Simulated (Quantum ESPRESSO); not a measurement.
pw.x input (Quantum ESPRESSO 7.5; PBEsol, PseudoDojo standard norm-conserving files, scalar-relativistic):

```
&CONTROL
  calculation = 'scf'
  pseudo_dir = './pseudo'
  outdir = './out'
  tprnfor = .true.
  tstress = .true.
/
&SYSTEM
  ibrav = 0
  nat = 2
  ntyp = 2
  ecutwfc = 70.0
  ecutrho = 280.0
  occupations = 'smearing'
  smearing = 'fd'
  degauss = 0.002
  nbnd = 13
/
&ELECTRONS
  conv_thr = 2e-10
/
ATOMIC_SPECIES
P 30.9738 P.upf
In 114.8180 In.upf
CELL_PARAMETERS angstrom
  0.000000000000   2.940562867000   2.940562867000
  2.940562867000   0.000000000000   2.940562867000
  2.940562867000   2.940562867000   0.000000000000
ATOMIC_POSITIONS crystal
P   0.750000000000   0.750000000000   0.750000000000
In   0.000000000000   0.000000000000   0.000000000000
K_POINTS automatic
8 8 8 0 0 0
```

End of the output:

```
     total energy              =    -146.46768842 Ry
     estimated scf accuracy    <       0.00000011 Ry
     total energy              =    -146.46768850 Ry
     estimated scf accuracy    <       0.00000002 Ry
     total energy              =    -146.46768850 Ry
     estimated scf accuracy    <          2.1E-10 Ry
[...]
     the Fermi energy is     7.2035 ev
!    total energy              =    -146.46768850 Ry
     estimated scf accuracy    <          1.8E-10 Ry
     smearing contrib. (-TS)   =      -0.00000001 Ry
     internal energy E=F+TS    =    -146.46768849 Ry
     The total energy is F=E-TS. E is the sum of the following terms:
     one-electron contribution =     -50.20287187 Ry
     hartree contribution      =      36.89322831 Ry
     xc contribution           =     -43.74467192 Ry
     ewald contribution        =     -89.41337301 Ry
     convergence has been achieved in   9 iterations
     Forces acting on atoms (cartesian axes, Ry/au):
     atom    1 type  1   force =    -0.00000000   -0.00000000    0.00000000
     atom    2 type  2   force =     0.00000000    0.00000000    0.00000000
     Total force =     0.000000     Total SCF correction =     0.000000
     Computing stress (Cartesian axis) and pressure
          total   stress  (Ry/bohr**3)                   (kbar)     P=       -0.00
  -0.00000003  -0.00000000  -0.00000000           -0.00       -0.00       -0.00
   0.00000000  -0.00000003  -0.00000000            0.00       -0.00       -0.00
  -0.00000000  -0.00000000  -0.00000003           -0.00       -0.00       -0.00
```
In a gapped system the printed Fermi energy is only some level inside the gap.

Spin-orbit coupling is not included.

Geometry relaxed with PBEsol.
